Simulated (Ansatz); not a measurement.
C in space group I4_132 (No. 214; C on 8a) at seven volumes, DFT-r²SCAN in the program Ansatz with PAW potentials, scaled uniformly. One row is withheld.

```csv
V (Å³/atom),P (GPa)
7.868,29.82
8.128,?
8.387,8.61
8.646,0.03
8.906,-7.44
9.165,-13.93
9.425,-19.58
```

**Question.** Fit the shown pressures and predict the withheld one.

**Answer.** P = (3/2)B₀(x^(7/2) − x^(5/2))[1 + (3/4)(B′ − 4)(x − 1)] with x = (V₀/V)^(2/3). Least squares on the six rows gives V₀ = 8.647 Å³/atom, B₀ = 266 GPa, B′ = 3.64. At V = 8.128, x = 1.0421 and P = 18.42 GPa. The run itself gave 18.47 GPa.

The start of the workflow was typed in or built on a structure type; neither database checked (COD, Materials Project) lists it. It is not the phase usual at ambient conditions (space group No. 194, 227). The cell was relaxed with r²SCAN under the symmetry of its start. At this level the phase is mechanically unstable.

Potentials: the later of the program's two PAW sets.
